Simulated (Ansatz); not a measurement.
HfB$_{2}$:
```cif
data_B2Hf
_chemical_formula_sum 'Hf1 B2'
_space_group_name_H-M_alt 'P6/mmm'
_space_group_IT_number 191
_space_group_name_Hall '-P 6 2'
_cell_length_a 3.13590
_cell_length_b 3.13590
_cell_length_c 3.48073
_cell_angle_alpha 90.000
_cell_angle_beta 90.000
_cell_angle_gamma 120.000
loop_
_atom_site_label
_atom_site_type_symbol
_atom_site_symmetry_multiplicity
_atom_site_Wyckoff_symbol
_atom_site_fract_x
_atom_site_fract_y
_atom_site_fract_z
_atom_site_occupancy
Hf1 Hf 1 a 0.00000 0.00000 0.00000 1
B1 B 2 d 0.33333 0.66667 0.50000 1
```

Relaxed at zero pressure with the program Ansatz at the r²SCAN level (PAW).

Problem. The volume is lowered by 6 % and shape and atoms relax at that volume. What pressure results, and how do the axes share the change?

Solution. 17.8 GPa; a -1.9 %, b -1.9 %, c -2.4 %; the energy rises by 31 meV/atom.

Problem. Give the new structure.

Solution. 
Space group P6/mmm (No. 191); a = b = 3.077 Å, c = 3.398 Å, α = β = 90.00°, γ = 120.00°

```json
[
 {"atom": "Hf", "site": "1a", "symmetry": "6/mmm", "x": "0.0000", "y": "0.0000", "z": "0.0000"},
 {"atom": "B", "site": "2d", "symmetry": "-6m2", "x": "0.3333", "y": "0.6667", "z": "0.5000"}
]
```

The phase is kept; no other phase was compared at this pressure.

The cell was relaxed with r²SCAN under the symmetry of its start; of distortions, only those at the zone centre were tested. The run is not spin-polarised. Scalar-relativistic: spin–orbit coupling is off unless named, which matters more the heavier the elements.

Potentials: the later of the program's two PAW sets.
